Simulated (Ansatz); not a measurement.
# Data sheet: La (DFT)

La:
```xyz
1
Lattice="3.3283 0.0000 0.0000 0.0000 3.3283 0.0000 0.0000 0.0000 3.3283" Properties=species:S:1:pos:R:3 pbc="T T T"
La     0.0000     0.0000     0.0000
```

Space group Pm-3m (No. 221), simple cubic; conventional cell a = 3.328 Å, b = 3.328 Å, c = 3.328 Å, α = 90.00°, β = 90.00°, γ = 90.00°.

Method: the program Ansatz at the PBE level (PAW). Structure relaxed to zero pressure with the same functional. Other levels are named where they apply.

**Cell and energy**

```
Item                 Result
---------------  ----------
Volume per atom    36.87 Å³
Density          6.26 g/cm³
```

**Electronic structure**

```
Quantity                                                                    Value
------------------------------------  -------------------------------------------
Electronic character                                            metallic (no gap)
Density of states at the Fermi level  2.6 states/eV per atom (mean over ±0.08 eV)
Gap with spin–orbit coupling                                      none (metallic)
```

**Mechanics**

```
Item                                                                                  Value
-------------------------------------  ----------------------------------------------------
Bulk modulus (Birch–Murnaghan fit)                                                 230 kbar
Pressure derivative B′                                                                  3.2
Elastic constants (relaxed ions, GPa)                    C11 = 48.0, C12 = 10.9, C44 = -0.9
Mechanical stability                   marginal (the smallest eigenvalue of C is near zero)
```

**Phonons**

```
Item                                                 Result
-------------------------------  --------------------------
Dynamical stability on the path  unstable, down to 43i cm⁻¹
```

A made-up cell: these elements were put on the sites of a structure type; neither database checked (COD, Materials Project) lists it. It is not the phase usual at ambient conditions (space group No. 194). The PBE relaxation kept the symmetry of its start. As this level gives no gap, shear constants depend on the k-mesh and smearing (Fermi–Dirac, 0.1 eV here). As this level gives no gap, phonon frequencies hold no LO–TO term and depend on the k-mesh and smearing (Fermi–Dirac, 0.1 eV here). Scalar-relativistic: spin–orbit coupling is off unless named, which matters more the heavier the elements.

Potentials: the later of the program's two PAW sets.
